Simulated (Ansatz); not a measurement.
Task: Name crystals whose computed values (r²SCAN in the plane-wave PAW code Ansatz) fall in these windows: Θ_D (K) 400 to 540; G_Hill (GPa) 45 to 63; highest Γ mode, no LO–TO term (cm⁻¹) 330 to 400.

Result: 

| crystal | Θ_D (K) | G_Hill (GPa) | highest Γ mode, no LO–TO term (cm⁻¹) |
|---|---|---|---|
| TiSi, Cmmm (Ti on 2b, Si on 2d) | 489 | 55.8 | 365 |
| YAl3, P6_3/mmc (Y on 2d, Al on 6h) | 437 | 45.7 | 344 |
| TiAl, P-6m2 (Ti on 1a, Al on 1d) | 470 | 48.6 | 349 |
Others may fit too.

Not the usual ambient phase: TiAl, P-6m2 (Ti on 1a, Al on 1d). Standing as an ambient phase not checked: TiSi, Cmmm (Ti on 2b, Si on 2d); YAl3, P6_3/mmc (Y on 2d, Al on 6h). Perhaps ordered models of mixed-site phases: TiAl, P-6m2 (Ti on 1a, Al on 1d). All cells were relaxed under the symmetry of their starts (and spin orders); stability against distortions was not tested throughout. Rows with no word on spin ran without spin polarisation. Scalar-relativistic: spin–orbit coupling is off unless named, which matters more the heavier the elements.

Potentials: the later of the program's two PAW sets.
